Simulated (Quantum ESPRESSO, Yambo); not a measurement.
For RbO$_{2}$H$_{3}$ (space group Cmc2_1, No. 36), Yambo gives the independent-particle static dielectric constant along x as 2.65 on PBEsol bands and 2.35 after a scissor of 2.68 eV widens every gap (4×4×4 mesh, 103 bands, 3 Ry local-field block, 0.2 eV broadening). Axes are Cartesian, with cell vectors (Å) (2.11, -5.44, 0.00), (2.11, 5.44, 0.00), (0.00, 0.00, 5.94).

Question: A scissor keeps the position matrix elements. In a one-oscillator model, how does ε − 1 scale, and what mean transition energy do the two values imply?

Answer: Each transition adds |r|²/E to ε − 1, so ε − 1 ∝ 1/(E0 + Δ). Then (2.35 − 1)/(2.65 − 1) = E0/(E0 + Δ) = 0.818, and E0 = Δ(ε' − 1)/(ε − ε') = 12.1 eV. The computed Im ε, weighted by 1/E up to 20 eV, has its mean at 12.0 eV; the smallest direct PBEsol gap is 4.46 eV. The scissor comes from a G0W0 run whose convergence isn't established. Convergence of the RPA response with its 4×4×4 mesh was not tested.

Bands from Quantum ESPRESSO.

Geometry of the Materials Project entry, not relaxed at this level; primitive cell a = 5.833 Å, b = 5.833 Å, c = 5.940 Å, α = 90.00°, β = 90.00°, γ = 137.57°.

The structure is a Materials Project entry; no match was found in the copy of COD used, and its stability was not checked.
